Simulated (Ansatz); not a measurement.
Pd:
```
Pd
1.0
    2.61406     0.00000     0.00000
    0.00000     2.61406     0.00000
    0.00000     0.00000     2.61406
Pd
1
Cartesian
  0.00000   0.00000   0.00000
```

Relaxed with PBE. Special points in fractions of this cell's reciprocal vectors: Γ (0.000, 0.000, 0.000); X (0.000, 0.500, 0.000); M (0.500, 0.500, 0.000); R (0.500, 0.500, 0.500).

### Question
List the band energies nearest the Fermi level at these points for PBE in the plane-wave PAW code Ansatz.

### Answer
In eV from the Fermi level; about four levels below and three above (degenerate sets whole), none deeper than 8.9 eV; … stands for higher levels left out; points with the same levels are listed once.

```tsv
k	below	above
Γ	-5.92 -4.46 -4.46	…
X	-3.99 -3.85 -1.52 -1.52	0.14 …
M	-4.65 -3.36 -1.24 -1.24	1.12 …
R	-3.81 -3.81 -3.81	1.21 1.21 …
```

Space group Pm-3m (simple cubic). A made-up cell: these elements were put on the sites of a structure type; neither database checked (COD, Materials Project) lists it. It is not the phase usual at ambient conditions (space group No. 225). The PBE relaxation kept the symmetry of its start; whether a distortion lowers the energy is not shown. No spin polarisation was allowed. Scalar-relativistic: spin–orbit coupling is off unless named, which matters more the heavier the elements.

Potentials: the later of the program's two PAW sets.
